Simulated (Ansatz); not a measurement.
Values for one crystal, relaxed and computed with plane-wave PAW r²SCAN (Ansatz code); other levels are named.

| Quantity | Result |
|---|---|
| Volume per atom | 12.57 Å³ |
| Band gap | 0.67 eV (indirect) |
| Valence-band maximum | off the standard path, at k = (0.000, 0.453, 0.208) in fractions of the reciprocal vectors |
| Conduction-band minimum | on the Γ–Z line, 53 % of the way from Γ (k = 0.000, 0.000, 0.266 in fractions of the reciprocal vectors) (2 equivalent valleys) |
| Electron effective mass | 0.81, 1.1, 2.6 mₑ (principal values) |
| Pressure derivative B′ | 4.5 |
| Smallest direct gap on the standard path | 0.92 eV |

Task: Which of these materials gives this?
A) Ba2PCl, R-3m (Ba on 6c, P on 3b, Cl on 3a)
B) InP, P6_3mc (In on 2b, P on 2b, In on 2a, P on 2a)
C) InP, wurtzite
D) FeP2, Pnnm (Fe on 2a, P on 4g)

Result: D, FeP2, Pnnm (Fe on 2a, P on 4g)

The workflow started from a Materials Project entry (that database holds measured and hypothetical structures alike); the Crystallography Open Database copy checked does not list it. Whether it is the stable phase at ambient conditions was not checked. Symmetry was held in the r²SCAN relaxation; its stability against distortions is not shown here. The run is not spin-polarised.

Potentials: the later of the program's two PAW sets.
